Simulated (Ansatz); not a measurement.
Starting structure of a cell relaxation (symmetry kept):

```yaml
crystal:
  lattice:
    - [3.21028, 0.00000, 0.00000]
    - [-1.60514, 2.78018, 0.00000]
    - [0.00000, 0.00000, 10.31910]
  atoms:
    - { symbol: Mg, position: [0.00000, 0.00000, 0.00000] }
    - { symbol: Mg, position: [0.33333, 0.66667, 0.25000] }
    - { symbol: Mg, position: [0.00000, 0.00000, 0.50000] }
    - { symbol: Mg, position: [0.66667, 0.33333, 0.75000] }
```

Level of theory: DFT LDA, scalar-relativistic, plane waves, PAW in Ansatz.

Settings: cutoff 420 eV, Γ-centred mesh 15×15×4 on the computed 4-atom cell, Gaussian smearing of 0.10 eV; no spin polarisation.

Question: What does it relax to?

Answer: The volume decreases by 1.36 Å³/atom to 21.66 Å³/atom, and the energy falls by 9.2 meV/atom. Final structure:
```yaml
crystal:
  lattice:
    - [3.14601, 0.00000, 0.00000]
    - [-1.57300, 2.72452, 0.00000]
    - [0.00000, 0.00000, 10.10897]
  atoms:
    - { symbol: Mg, position: [0.00000, 0.00000, 0.00000] }
    - { symbol: Mg, position: [0.33333, 0.66667, 0.25000] }
    - { symbol: Mg, position: [0.00000, 0.00000, 0.50000] }
    - { symbol: Mg, position: [0.66667, 0.33333, 0.75000] }
```

Course of the relaxation (steps run on the plane waves of an earlier cell, and the basis is chosen afresh near the end, so energy and pressure can step there; trial steps that raised the energy were taken back; energies are free energies):

```tsv
step	E − E_final (meV/atom)	P (GPa)	V (Å³/atom)
1	9.2	-2.08	23.02
2	0.2	-0.35	21.88
3	0.0	0.03	21.66
4	0.0	0.03	21.66
```

Cost: 1 run of about 0.35 core-minutes, on Arm Neoverse V2 (shared hosts).